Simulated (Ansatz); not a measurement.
# Tl2B6Te: rattling a relaxed structure

The structure comes from a generated guess, relaxed at this level; another structure or a mixture of phases may lie lower.

Computed with DFT PBE, scalar-relativistic, plane waves, PAW (Ansatz 0.2.0). Settings: cutoff 420 eV, Γ-centred mesh 8×8×8 on the computed 9-atom cell, Gaussian smearing of 0.10 eV; no spin polarisation.

The cell below (9 atoms, space group Fm-3m (No. 225)) is relaxed within its symmetry.

```cif
data_structure
_symmetry_space_group_name_H-M 'P 1'
_symmetry_Int_Tables_number 1
_cell_length_a 5.8724
_cell_length_b 5.8724
_cell_length_c 5.8724
_cell_angle_alpha 60.000
_cell_angle_beta 60.000
_cell_angle_gamma 60.000
_cell_volume 143.20
loop_
_atom_site_label
_atom_site_type_symbol
_atom_site_fract_x
_atom_site_fract_y
_atom_site_fract_z
_atom_site_occupancy
Tl1 Tl 0.75000 0.75000 0.75000 1
Tl2 Tl 0.25000 0.25000 0.25000 1
B1 B 0.64817 0.64817 0.35183 1
B2 B 0.35183 0.35183 0.64817 1
B3 B 0.35183 0.64817 0.64817 1
B4 B 0.64817 0.35183 0.35183 1
B5 B 0.35183 0.64817 0.35183 1
B6 B 0.64817 0.35183 0.64817 1
Te1 Te 0.00000 0.00000 0.00000 1
```

For the test it was strained at random (σ = 1.5 % a component), the atoms were moved at random (σ = 0.15 Å), and all was relaxed again on a coarse 4×4×4 mesh (in the run’s order of axes) with 0.20 eV smearing, with no symmetry imposed.

These runs have no spin–orbit coupling, which can matter for Te and Tl.

Problem. Is the structure stable against such a distortion?

Solution. It doesn't return. The energy falls by 236 meV/atom on that mesh, the volume changes by 6.5 %, and the end has space group I4mm (No. 107) at a loose tolerance. Relaxed again on a 10×10×10 mesh with 0.10 eV smearing, the new structure lies 244 meV/atom below the first (mesh in the axes of the run's cell; the cell below is made exact in the group named). Space group I4mm (No. 107), tetragonal, a = 4.952 Å, c = 12.434 Å. Tl is surrounded by 4 B at 3.06–3.15 Å, 4 Tl at 3.50 Å, 8 B at 3.55–3.67 Å, 2 Te at 3.74 Å and 2 Te at 4.22 Å; B on a site of symmetry m is surrounded by 4 B at 1.71–1.73 Å and 1 Te at 2.32 Å; B on a site of symmetry 4mm has 4 B at 1.73 Å, 1 B at 2.47 Å and 4 Tl at 3.15 Å; Te is surrounded by 4 B at 2.32 Å; 1 more site not described.

```
Tl B Te
1.0
    -2.47618    2.47618    6.21695
     2.47618   -2.47618    6.21695
     2.47618    2.47618   -6.21695
Tl B Te
2 6 1
Direct
  0.25093 0.75093 0.50000
  0.75093 0.25093 0.50000
  0.32288 0.66782 0.00000
  0.66782 0.32288 0.00000
  0.59482 0.59482 0.00000
  0.39583 0.39583 0.00000
  0.66782 0.66782 0.34494
  0.32288 0.32288 0.65506
  0.02579 0.02579 0.00000
```
